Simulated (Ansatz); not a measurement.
Here is the system:

Ge2Sb2Te5:
```
Ge2Sb2Te5
1.0
    4.17714     0.00000     0.00000
   -2.08857     3.61751     0.00000
    0.00000     0.00000    16.88213
Ge Sb Te
2 2 5
Direct
  0.00000   0.00000   0.33908
  0.00000   0.00000   0.66092
  0.33333   0.66667   0.11729
  0.66667   0.33333   0.88271
  0.00000   0.00000   0.00000
  0.33333   0.66667   0.77959
  0.66667   0.33333   0.22041
  0.33333   0.66667   0.42218
  0.66667   0.33333   0.57782
```

This is the LDA-relaxed structure.

Question: All from LDA in the plane-wave PAW code Ansatz, unless another level is named. Estimate the electronic character.

Answer: metallic (no gap).

Question: Predict the density of states at the Fermi level.

Answer: 0.03 states/eV per atom (mean over ±0.08 eV).

Question: What about the formation energy from the elements (no fitted shifts)?

Answer: -0.084 eV/atom.

Space group P-3m1. The LDA relaxation kept the symmetry of its start. A crystal of weakly bound layers computed without a dispersion correction: the cell and the soft elastic constants depend strongly on that. A small band overlap can be real or an error of a semilocal functional. The references are the lowest solids computed at this level, not always the standard phases. Scalar-relativistic: spin–orbit coupling is off unless named, which matters more the heavier the elements.

Potentials: the later of the program's two PAW sets.
